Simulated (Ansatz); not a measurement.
A geometry of RbAu away from equilibrium: step 22 of the relaxation of a generated cell, RbAu built in the AFLOW prototype AB_oP4_59_a_b (as in CuTe). Computed with PBE (plane waves to 420 eV, PAW, scalar-relativistic; Ansatz, an electronic-structure program). Γ-centred k-mesh 9×7×4 on the run's cell (coarser than for final values), Fermi–Dirac smearing 0.05 eV.

```
RbAu
1.0
    4.34527     0.00000     0.00000
    0.00000     5.97949     0.00000
    0.00000     0.00000     5.47340
Rb Au
2 2
Direct
  0.00000   0.00000   0.14220
  0.50000   0.50000   0.85780
  0.00000   0.50000   0.36835
  0.50000   0.00000   0.63165
```

Which atoms carry the largest force, and which way does it point?

No atom: all forces are below 0.005 eV/Å; only the cell is out of equilibrium.

What is the pressure?

+2.1 GPa, compression positive.

How far above the relaxed end point is this geometry?

0.13 eV/atom; the path ends in Fm-3m (No. 225) (rock salt type).

No spin polarisation in the result.

The run could not lose the symmetry of its start: the end is stationary, and may be a saddle point rather than a minimum.

The end of the path is a generated cell of RbAu: the first start was made by placing the elements on the sites of a structure type, and the end was not matched to a known phase here, so it may be hypothetical. Known forms of RbAu include space group No. 221.
